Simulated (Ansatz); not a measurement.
NiSb:
Space group P6₃/mmc (No. 194); a = 3.9083 Å, b = 3.9083 Å, c = 10.3428 Å, α = 90.00°, β = 90.00°, γ = 120.00°

```csv
atom,site,symmetry,x,y,z
Ni,4f,3m.,0.3333,0.6667,0.1267
Sb,2a,-3m.,0.0000,0.0000,0.0000
Sb,2d,-6m2,0.6667,0.3333,0.2500
```

Relaxed with PBEsol.

Which orbitals make up the states near the Fermi level in DFT-PBEsol in the program Ansatz with PAW potentials?

Within 0.5 eV of the Fermi level: Ni 3d 48 %, Sb 5p 37 %, Sb 5s 7 %. Projections are on Löwdin-orthogonalised atomic valence shells; empty p or d shells of many metals are not among them.

Tabulate the density of states.

States/eV per cell of 8 atoms, in 0.25 eV bins, energy from the Fermi level.

| E (eV) | total | Ni 3d | Sb 5p | Ni 4s |
|---|---|---|---|---|
| -7.85 | 0.00 | 0.00 | 0.00 | 0.00 |
| -7.60 | 0.00 | 0.00 | 0.00 | 0.00 |
| -7.35 | 0.00 | 0.00 | 0.00 | 0.00 |
| -7.10 | 0.00 | 0.00 | 0.00 | 0.00 |
| -6.85 | 0.14 | 0.01 | 0.10 | 0.03 |
| -6.60 | 0.75 | 0.06 | 0.50 | 0.14 |
| -6.35 | 2.04 | 0.18 | 1.35 | 0.38 |
| -6.10 | 3.29 | 0.29 | 2.19 | 0.60 |
| -5.85 | 2.39 | 0.26 | 1.60 | 0.34 |
| -5.60 | 2.73 | 0.37 | 1.85 | 0.30 |
| -5.35 | 3.61 | 0.56 | 2.39 | 0.37 |
| -5.10 | 4.84 | 0.77 | 3.25 | 0.39 |
| -4.85 | 3.47 | 0.73 | 2.18 | 0.23 |
| -4.60 | 3.15 | 0.82 | 1.83 | 0.20 |
| -4.35 | 3.53 | 1.05 | 2.00 | 0.20 |
| -4.10 | 3.83 | 1.29 | 2.13 | 0.17 |
| -3.85 | 6.71 | 3.01 | 3.21 | 0.23 |
| -3.60 | 8.94 | 4.75 | 3.71 | 0.23 |
| -3.35 | 9.95 | 5.82 | 3.71 | 0.16 |
| -3.10 | 10.47 | 6.75 | 3.25 | 0.16 |
| -2.85 | 11.45 | 8.31 | 2.67 | 0.18 |
| -2.60 | 10.52 | 8.64 | 1.53 | 0.11 |
| -2.35 | 8.36 | 7.42 | 0.65 | 0.07 |
| -2.10 | 16.81 | 15.16 | 1.09 | 0.14 |
| -1.85 | 26.55 | 25.04 | 0.59 | 0.37 |
| -1.60 | 15.12 | 13.94 | 0.60 | 0.27 |
| -1.35 | 16.84 | 15.34 | 0.86 | 0.16 |
| -1.10 | 9.50 | 7.57 | 1.30 | 0.19 |
| -0.85 | 7.52 | 5.28 | 1.51 | 0.22 |
| -0.60 | 7.46 | 4.96 | 1.76 | 0.24 |
| -0.35 | 4.27 | 2.38 | 1.36 | 0.14 |
| -0.10 | 4.00 | 1.98 | 1.43 | 0.15 |
| 0.15 | 5.02 | 2.23 | 1.92 | 0.28 |
| 0.40 | 4.72 | 1.76 | 2.13 | 0.32 |
| 0.65 | 4.25 | 1.35 | 2.14 | 0.29 |
| 0.90 | 4.12 | 1.16 | 2.25 | 0.22 |
| 1.15 | 3.30 | 0.86 | 1.87 | 0.16 |
| 1.40 | 2.56 | 0.64 | 1.44 | 0.14 |
| 1.65 | 3.08 | 0.69 | 1.71 | 0.26 |
| 1.90 | 2.81 | 0.57 | 1.66 | 0.20 |
| 2.15 | 3.18 | 0.60 | 1.86 | 0.28 |
| 2.40 | 3.36 | 0.59 | 1.93 | 0.38 |
| 2.65 | 3.38 | 0.53 | 1.92 | 0.48 |
| 2.90 | 3.98 | 0.59 | 2.33 | 0.50 |
| 3.15 | 3.70 | 0.48 | 2.25 | 0.41 |
| 3.40 | 2.01 | 0.21 | 1.07 | 0.37 |
| 3.65 | 2.44 | 0.29 | 1.19 | 0.47 |
| 3.90 | 2.12 | 0.18 | 0.82 | 0.51 |
| 4.15 | 2.18 | 0.14 | 0.66 | 0.56 |
| 4.40 | 2.23 | 0.13 | 0.62 | 0.65 |
| 4.65 | 2.17 | 0.12 | 0.60 | 0.73 |

Space group P6_3/mmc. A made-up cell: these elements were put on the sites of a structure type; the Crystallography Open Database files this formula in space group No. 194, but the cells were not matched. Whether it is the stable phase at ambient conditions was not checked. The cell was relaxed with PBEsol under the symmetry of its start; its stability against distortions is not shown here. The workflow began spin-polarised and lost its moments. Spin–orbit coupling is left out wherever it is not named.

Potentials: the later of the program's two PAW sets.
